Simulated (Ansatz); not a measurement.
SiNi:
```xyz
8
Lattice="5.1391 0.0000 0.0000 0.0000 3.3968 0.0000 0.0000 0.0000 5.5976" Properties=species:S:1:pos:R:3 pbc="T T T"
Si     4.2188     2.5476     3.2792
Si     0.9203     0.8492     2.3184
Si     3.4899     0.8492     0.4804
Si     1.6492     2.5476     5.1172
Ni     2.6129     0.8492     3.8542
Ni     2.5262     2.5476     1.7434
Ni     5.0957     2.5476     1.0554
Ni     0.0434     0.8492     4.5422
```

Relaxed with PBE. Special points in fractions of this cell's reciprocal vectors: Γ (0.000, 0.000, 0.000); X (0.500, 0.000, 0.000); S (0.500, 0.500, 0.000); Y (0.000, 0.500, 0.000); Z (0.000, 0.000, 0.500); U (0.500, 0.000, 0.500); R (0.500, 0.500, 0.500); T (0.000, 0.500, 0.500).

Task: List the band energies nearest the Fermi level at these points for plane-wave PAW PBE (Ansatz code).

Result: In eV from the Fermi level; about four levels below and three above (degenerate sets whole), none deeper than 8.9 eV; points with the same levels are listed once.

```json
[
 {"k": "Γ", "below": "-1.79 -1.27 -1.12 -0.90", "above": "0.66 1.28 3.26"},
 {"k": "X", "below": "-1.97 -1.97 -1.81 -1.81", "above": "0.98 0.98 1.06 1.06"},
 {"k": "S", "below": "-1.67 -1.67 -1.67 -1.67", "above": "0.44 0.44 0.44 0.44"},
 {"k": "Y", "below": "-1.40 -1.40 -0.58 -0.58", "above": "1.98 1.98 2.49 2.49"},
 {"k": "Z", "below": "-1.39 -1.39 -0.21 -0.21", "above": "0.82 0.82 3.19 3.19"},
 {"k": "U", "below": "-2.06 -2.06 -0.97 -0.97", "above": "0.80 0.80 2.24 2.24"},
 {"k": "R", "below": "-1.87 -1.87 -1.87 -1.87", "above": "2.52 2.52 2.52 2.52"},
 {"k": "T", "below": "-1.96 -1.96 -1.67 -1.67", "above": "0.19 0.19 1.27 1.27"}
]
```

Space group Pnma. The cell keeps a stress of up to 0.3 GPa. The cell was relaxed with PBE under the symmetry of its start. No spin polarisation was allowed.

Potentials: the earlier of the program's two PAW sets.
